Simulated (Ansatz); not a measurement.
BeSe (zinc blende)

```
CELL_PARAMETERS angstrom
      0.00000     2.58889     2.58889
      2.58889     0.00000     2.58889
      2.58889     2.58889     0.00000
ATOMIC_POSITIONS crystal
  Se 0.75000 0.75000 0.75000
  Be 0.00000 0.00000 0.00000
```

The volume is varied about the relaxed value V₀ at fixed cell shape. Symmetry pins the atoms to their sites.

All values below come from PBE (plane waves to 420 eV, PAW, scalar-relativistic; Ansatz, an electronic-structure program). k mesh 11×11×11 (Γ-centred), Fermi-Dirac smearing 0.05 eV. E stands for the smeared free energy. Compression counts positive. BeSe was relaxed with its symmetry unable to fall. The zero of ΔE is the relaxed starting cell.

```csv
V (Å³/atom),ΔE (meV/atom)
15.616,48.2
15.906,32.5
16.195,20.2
16.484,11.0
16.773,withheld
17.062,1.2
17.352,0.0
17.641,1.1
17.930,4.3
18.219,9.4
18.508,16.3
18.798,24.8
19.087,34.8
```

Question: Fit a third-order Birch-Murnaghan form (E₀, V₀, B₀, B₀′ free) to the given rows and predict ΔE at V = 16.773.

Answer: Least squares on the 12 given rows: ΔE = E₀ + (9V₀B₀/16)·y²·[2 + (B₀′ − 4)y], y = (V₀/V)^(2/3) − 1, with V₀ = 17.351 Å³/atom, B₀ = 75.04 GPa (160.2 GPa = 1 eV/Å³; the term in eV is multiplied by 1000), B₀′ = 3.89, E₀ = 0.01 meV/atom; root-mean-square residual 0.02 meV/atom. At 16.773 the fit gives 4.8 meV/atom; the calculation gives 4.8 meV/atom, the same to the digits shown. For the pressure the fit gives 2.72 GPa against the computed 2.72 GPa.

(Under strain, the slope of the energy per volume gives the stress and its curvature an elastic modulus.)
